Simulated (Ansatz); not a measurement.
Na (fcc (Cu type), Fm-3m) at seven volumes, plane-wave PAW r²SCAN (Ansatz code), scaled uniformly. One row is withheld.

```tsv
V (Å³/atom)	P (GPa)
34.377	?
35.511	0.53
36.644	0.25
37.777	0.00
38.911	-0.21
40.044	-0.40
41.177	-0.56
```

Problem. Fit the shown pressures and predict the withheld one.

Solution. P = (3/2)B₀(x^(7/2) − x^(5/2))[1 + (3/4)(B′ − 4)(x − 1)] with x = (V₀/V)^(2/3). Least squares on the six rows gives V₀ = 37.788 Å³/atom, B₀ = 7.6 GPa, B′ = 3.62. At V = 34.377, x = 1.0651 and P = 0.85 GPa. The run itself gave 0.85 GPa.

This is a known high-pressure phase of the composition, computed here at zero pressure and temperature. The r²SCAN relaxation kept the symmetry of its start; its stability against distortions is not shown here.

Potentials: the later of the program's two PAW sets.
